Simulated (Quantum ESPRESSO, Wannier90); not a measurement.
Wannier functions of Na₂H₆Pt (Fm-3m)

Cell from Materials Project (mp-690785), symmetrised, no further relaxation. Not found in the COD (Crystallography Open Database) copy used; not checked further. Method: PBEsol plane waves in Quantum ESPRESSO 7.5 (PseudoDojo norm-conserving files, 71 Ry, spinors with spin-orbit coupling), Bloch states on a 4×4×4 mesh through Γ, Wannier90 4.0.1. Density: 8×8×8 mesh, cold smearing 0.01 Ry.

```
begin unit_cell_cart
ang
    0.0000000000    3.6293150000    3.6293150000
    3.6293150000    0.0000000000    3.6293150000
    3.6293150000    3.6293150000    0.0000000000
end unit_cell_cart
mp_grid = 4 4 4
```

### Question
Which shells of neighbouring k-points and which b-vectors and weights does Wannier90 pick for this cell and mesh?

### Answer
```
 *---------------------------------- K-MESH ----------------------------------*
 +----------------------------------------------------------------------------+
 |                    Distance to Nearest-Neighbour Shells                    |
 |                    ------------------------------------                    |
 |          Shell             Distance (Ang^-1)          Multiplicity         |
 |          -----             -----------------          ------------         |
 |             1                   0.374823                      8            |
 |             2                   0.432808                      6            |
 |             3                   0.612083                     12            |
 |             4                   0.717731                     24            |
 |             5                   0.749645                      8            |
 |             6                   0.865616                      6            |
 |             7                   0.943283                     24            |
 |             8                   0.967788                     24            |
       ... (lines left out)
 +----------------------------------------------------------------------------+
 | The b-vectors are chosen automatically                                     |
 | The following shells are used:                       1                     |
 +----------------------------------------------------------------------------+
 |                        Shell   # Nearest-Neighbours                        |
 |                        -----   --------------------                        |
 |                          1               8                                 |
 +----------------------------------------------------------------------------+
 | Completeness relation is fully satisfied [Eq. (B1), PRB 56, 12847 (1997)]  |
 +----------------------------------------------------------------------------+
 |                  b_k Vectors (Ang^-1) and Weights (Ang^2)                  |
 |                  ----------------------------------------                  |
 |            No.         b_k(x)      b_k(y)      b_k(z)        w_b           |
 |            ---        --------------------------------     --------        |
 |             1         0.216404    0.216404   -0.216404     2.669191        |
 |             2         0.216404   -0.216404    0.216404     2.669191        |
 |             3        -0.216404    0.216404    0.216404     2.669191        |
 |             4         0.216404    0.216404    0.216404     2.669191        |
 |             5        -0.216404   -0.216404    0.216404     2.669191        |
 |             6        -0.216404    0.216404   -0.216404     2.669191        |
 |             7         0.216404   -0.216404   -0.216404     2.669191        |
 |             8        -0.216404   -0.216404   -0.216404     2.669191        |
```
